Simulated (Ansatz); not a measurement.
Values for one crystal, relaxed and computed with plane-wave PAW r²SCAN (Ansatz code); other levels are named.

* **Volume per atom**: 16.52 Å³
* **Electronic character**: metallic (no gap)
* **Formation energy from the elements (no fitted shifts)**: -0.57 eV/atom
* **Density of states at the Fermi level**: 0.42 states/eV per atom (mean over ±0.08 eV)

Q: Which compound is it?
(A) InPd2, Pnma (In on 4c, Pd on 4c, Pd on 4c)
(B) Gd2In, P6_3/mmc (In on 2c, Gd on 2d, Gd on 2a)
(C) GdIn, L1₀ or tetragonal B2
(D) Y3In5, Cmcm (Pearson symbol oS32)

A: A, InPd2, Pnma (In on 4c, Pd on 4c, Pd on 4c)

The workflow started from a Materials Project entry (that database holds measured and hypothetical structures alike); the Crystallography Open Database copy checked does not list it. Its standing as an ambient phase is unchecked. The cell was relaxed with r²SCAN under the symmetry of its start; whether a distortion lowers the energy is not shown. No spin polarisation was allowed. The references are the lowest solids computed at this level, not always the standard phases. Spin–orbit coupling is left out wherever it is not named.

Potentials: the later of the program's two PAW sets.
